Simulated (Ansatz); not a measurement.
Input:

ScAl3N4:
```
CELL_PARAMETERS angstrom
      3.43598     0.00000     0.00000
     -1.71799     2.97564     0.00000
      0.00000     0.00000     8.38174
ATOMIC_POSITIONS crystal
  Al 0.00000 0.00000 0.76119
  Al 0.33333 0.66667 0.00000
  N  0.00000 0.00000 0.00000
  N  0.33333 0.66667 0.23660
  Al 0.00000 0.00000 0.23881
  Sc 0.33333 0.66667 0.50000
  N  0.00000 0.00000 0.50000
  N  0.33333 0.66667 0.76340
```

This is the r²SCAN-relaxed structure. x, y and z are the axes in which the lattice vectors are written.

Q: All from r²SCAN (plane waves, PAW; program Ansatz), unless another level is named. Estimate the Debye temperature from the elastic constants.

A: 832 K.

Q: Give the piezoelectric stress constants (proper, relaxed ions, C/m²).

A: e16 = e21 = 0.15, e22 = -0.15.

Space group P-6m2. The start of the workflow was typed in or built on a structure type; neither database checked (COD, Materials Project) lists it. Its standing as an ambient phase is unchecked. The cell was relaxed with r²SCAN under the symmetry of its start; whether a distortion lowers the energy is not shown. No spin polarisation was allowed. Signs of piezoelectric constants follow the polarity of the cell as given.

Potentials: the earlier of the program's two PAW sets.
